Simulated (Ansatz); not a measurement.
Input file for Ansatz (a quantum-chemistry and plane-wave program):

Ansatz 0.2 input:
```yaml
crystal:
  lattice:
    - [0.0, 2.17831178, 2.17831178]
    - [2.17831178, 0.0, 2.17831178]
    - [2.17831178, 2.17831178, 0.0]
  atoms:
    - { symbol: Si, position: [0.75, 0.75, 0.75] }
    - { symbol: C, position: [0.0, 0.0, 0.0] }
kpoints:
  mp_grid: { grid: [11, 11, 11] }
hamiltonian:
  xc: r2scan
  pseudopotentials: { azcp: { folder: ./paw }, kind: paw }
scf:
  occupations: { method: fixed }
elastic: { mode: relaxed_ion, stencil: two_point, amplitude: 0.005, f_tol: 0.0005 }
output: { polarization: {} }
```

Output (shortened):

```
Pseudopotential: Si, paw, valence charge 4
Pseudopotential: C, paw, valence charge 4
Functional definition: r2SCAN
Crystal: 2 atoms, lattice volume = 20.672 Å³
Basis set: ecut = 500 eV, 531 PW (Γ), exchange–correlation on 96×96×96 points (64 copies of the dense FFT grid, shifted against one another)
Bands: 8, of which v1, the nominal top of the filled ones, is band 4 counted from 1 (3 counted from 0)
Symmetry: 24 space group operations
Space group: F-43m (ITA 216), of the structure as read, at distance tolerance 2.7e-5 Å
k-points: 56 of 1331 (time reversal used)
SCF 1 converged in 9 iterations: F = -891.330323 eV  dr2 = 2.60e-14
Crystal: 2 atoms, lattice volume = 20.672 Å³
SCF 2 converged in 2 iterations: F = -891.330323 eV  dr2 = 3.93e-15
Crystal: 2 atoms, lattice volume = 20.569 Å³
Symmetry: 8 space group operations
k-points: 126 of 1331 (time reversal used)
SCF 3 converged in 8 iterations: F = -891.329659 eV  dr2 = 1.61e-15
Crystal: 2 atoms, lattice volume = 20.776 Å³
SCF 4 converged in 8 iterations: F = -891.329657 eV  dr2 = 1.51e-15
Crystal: 2 atoms, lattice volume = 20.672 Å³
Symmetry: 4 space group operations
k-points: 216 of 1331 (time reversal used)
SCF 5 converged in 8 iterations: F = -891.329868 eV  dr2 = 1.64e-14
relax step   1: F+E_penalty+E_count = -891.32986769 eV  Δ(F+E_penalty+E_count) = +0.000e0 eV  max|allowed force component| = 3.830e-2 eV/Å  Δτ_max = 0.0000 Å  (8 SCF iters, accepted)
Crystal: 2 atoms, lattice volume = 20.672 Å³
SCF 6 converged in 7 iterations: F = -891.329891 eV  dr2 = 2.52e-15
relax step   2: F+E_penalty+E_count = -891.32989063 eV  Δ(F+E_penalty+E_count) = -2.294e-5 eV  max|allowed force component| = 2.370e-2 eV/Å  Δτ_max = 0.0004 Å  (7 SCF iters, accepted)
Crystal: 2 atoms, lattice volume = 20.672 Å³
SCF 7 converged in 7 iterations: F = -891.329905 eV  dr2 = 5.78e-15
relax step   3: F+E_penalty+E_count = -891.32990487 eV  Δ(F+E_penalty+E_count) = -1.424e-5 eV  max|allowed force component| = 4.699e-7 eV/Å  Δτ_max = 0.0006 Å  (7 SCF iters, accepted)
Crystal: 2 atoms, lattice volume = 20.672 Å³
SCF 8 converged in 2 iterations: F = -891.329905 eV  dr2 = 1.59e-15
Crystal: 2 atoms, lattice volume = 20.672 Å³
SCF 9 converged in 8 iterations: F = -891.329868 eV  dr2 = 1.62e-14
relax step   1: F+E_penalty+E_count = -891.32986769 eV  Δ(F+E_penalty+E_count) = +0.000e0 eV  max|allowed force component| = 3.830e-2 eV/Å  Δτ_max = 0.0000 Å  (8 SCF iters, accepted)
Crystal: 2 atoms, lattice volume = 20.672 Å³
SCF 10 converged in 7 iterations: F = -891.329891 eV  dr2 = 2.41e-15
relax step   2: F+E_penalty+E_count = -891.32989063 eV  Δ(F+E_penalty+E_count) = -2.294e-5 eV  max|allowed force component| = 2.370e-2 eV/Å  Δτ_max = 0.0004 Å  (7 SCF iters, accepted)
Crystal: 2 atoms, lattice volume = 20.672 Å³
SCF 11 converged in 7 iterations: F = -891.329905 eV  dr2 = 5.56e-15
relax step   3: F+E_penalty+E_count = -891.32990487 eV  Δ(F+E_penalty+E_count) = -1.424e-5 eV  max|allowed force component| = 4.683e-7 eV/Å  Δτ_max = 0.0006 Å  (7 SCF iters, accepted)
Crystal: 2 atoms, lattice volume = 20.672 Å³
SCF 12 converged in 2 iterations: F = -891.329905 eV  dr2 = 1.52e-15
SCF converged after 2 iterations
Free energy (F): -891.330323 eV
Harris-Foulkes:  -891.330323 eV  (|F-HF|=0.00e0)
Internal energy: -891.330323 eV  (E = F + TS)
E sigma→0 (E₀):  -891.330323 eV
Fermi energy:    9.376259 eV
--- Per-component energies (eV) ---
  E_band       = 25.528689
  E_kinetic    = 133.789337
  E_local      = -94.972014  (includes V_loc(G=0)·N_el)
  E_nonlocal   = 43.971436
  E_hartree    = 32.235793
  E_xc         = -101.452150
  E_vxc        = -117.820597  (∫ρ·V_xc dr)
  E_paw        = -619.927778  (= ΣΔE_a)
  E_vpaw       = -9.386468  (= ΣTr[D̂ρ^β])
  E_aug_tail   = 0.000014  (compensation charges beyond the density's cutoff)
  E_vtau       = 5.475395  (kinetic-family band-sum trace: ∫τ·v_τ [+ j·A + Jᵃ·Aᵃ] dr)
  E_ewald      = -284.873755
  E_core_change = -0.101207  (= ΣΔE_core)
  E_smearing   =  0.000000  (= −TS)
  E_closure    = 0.000000  (closes the sum)
  Σ components = -891.330323   (vs F -891.330323, Δ=0.00e0)
--- Forces (eV/Å), atoms counted from 1 ---
  atom   1  Si     0.00000000     0.00000000     0.00000000
  atom   2  C      0.00000000     0.00000000     0.00000000
  max |Σ_I F_I| component: 9.25e-17 eV/Å
--- Stress (GPa, compression-positive) ---
       -0.001235       0.000000       0.000000
        0.000000      -0.001235       0.000000
        0.000000       0.000000      -0.001235
  P = ⅓ Tr σ = -0.0012 GPa (-0.012 kbar)
--- Band table (eV; the first three rows and the last of 56) ---
  k-point 0: bands = ["-6.8167", "9.3763", "9.3763", "9.3763", "16.1742", "17.2277", "17.2277", "17.2277"]
  k-point 1: bands = ["-6.6494", "8.4899", "9.2591", "9.2591", "16.4324", "17.4455", "17.4455", "17.4791"]
  k-point 2: bands = ["-6.1538", "6.5481", "8.9780", "8.9780", "16.2177", "17.8227", "17.8227", "18.6424"]
  k-point 55: bands = ["-1.6012", "2.1063", "3.9075", "5.1287", "14.8778", "18.7672", "20.0085", "20.5763"]
--- Elastic constants: 2 strain directions × 2 members + reference (group order 24) ---
  dense FFT box of the reference and of every strained cell: 24×24×24
  strains applied: 11, 23; error gains: componentwise 1.00 (the most a stress slope's error grows in a printed constant), spectral 1.73 (1 for all six strains …
  C = ∂σ_k/∂η_j (tension-positive GPa; Voigt order 11 22 33 23 13 12):
       413.783    134.363    134.363      0.000      0.000      0.000
       134.363    413.783    134.363      0.000      0.000      0.000
       134.363    134.363    413.783      0.000      0.000      0.000
         0.000      0.000      0.000    261.103      0.000      0.000
         0.000      0.000      0.000      0.000    261.103      0.000
         0.000      0.000      0.000      0.000      0.000    261.103
  reference stress σ⁰ (GPa):      0.001      0.001      0.001      0.000      0.000      0.000
  moduli (Voigt/Reuss/Hill, GPa): K = 227.50/227.50/227.50   G = 212.55/193.76/203.15   E = 469.66   ν = 0.156
  mechanically stable: yes (min eigenvalue of sym C = 261.10 GPa)
  e, the proper piezoelectric tensor (elastic.mode: relaxed_ion; C/m²; rows x y z; Voigt order 11 22 33 23 13 12):
       0.00000    0.00000    0.00000   -0.09521    0.00000    0.00000
       0.00000    0.00000    0.00000    0.00000   -0.09521    0.00000
       0.00000    0.00000    0.00000    0.00000    0.00000   -0.09521
  ±, each entry's uncertainty from the finite density of the strings (C/m²), an estimate: the size of the correction for it that the entry includes:
       0.00000    0.00000    0.00000    0.00557    0.00000    0.00000
       0.00000    0.00000    0.00000    0.00000    0.00557    0.00000
       0.00000    0.00000    0.00000    0.00000    0.00000    0.00557
  strain η (Voigt 11):  stress-route row diagonal C_11 = 413.78 GPa, energy-path curvature d²(F+E_count+ΔE)/dδ²/Ω₀ = 413.79 GPa
         δ    σ_11 (GPa)             F (eV)   n_scf  n_hpsi   n_pw
    -5.000e-3      -2.0736        -891.3296589       8   22803    533   relax 0 steps, max|allowed force component| 2.64e-16 eV/Å
     5.000e-3       2.0643        -891.3296569       8   22756    538   relax 0 steps, max|allowed force component| 2.91e-16 eV/Å
  strain η (Voigt 23):  stress-route row diagonal C_44 = 261.10 GPa, energy-path curvature d²(F+E_count+ΔE)/dδ²/Ω₀ = 261.10 GPa
         δ    σ_23 (GPa)             F (eV)   n_scf  n_hpsi   n_pw
    -5.000e-3      -1.3055        -891.3299049       2   19219    537   relax 3 steps, max|allowed force component| 4.70e-7 eV/Å
     5.000e-3       1.3055        -891.3299049       2   19227    537   relax 3 steps, max|allowed force component| 4.68e-7 eV/Å
--- Formal polarisation (Berry phase): one branch of a lattice of values; only differences between neighbouring runs are physical ---
  axis  mesh            electronic          ionic      p = total  spread (rad)  least overlap  resolved gap  δp at fixed H ≤   (phases in cycles; p mod 2 …
  b1    11×11×11        0.00000000     3.00000000     3.00000000      0.082013         0.9366        5.1076           1.1e-6
  b2    11×11×11        0.00000000     3.00000000     3.00000000      0.082013         0.9366        5.1076           1.1e-6
  b3    11×11×11        0.00000000     3.00000000     3.00000000      0.082013         0.9366        5.1076           1.1e-6
  quantum along a1:   0.29804025 e/Å² =   477.513123 µC/cm²
  quantum along a2:   0.29804025 e/Å² =   477.513123 µC/cm²
  quantum along a3:   0.29804025 e/Å² =   477.513123 µC/cm²
  P = (  0.63223884,   0.63223884,   0.63223884) e/Å² = ( 1012.958302,  1012.958302,  1012.958302) µC/cm²  (mod the quanta)
```

Cost: about 2.3 core-minutes (a rough figure) on shared cores.

The cell was relaxed with r²SCAN under the symmetry of its start; phonons on a q-mesh show no instability.

Potentials: the earlier of the program's two PAW sets.

Ansatz is a plane-wave DFT program.
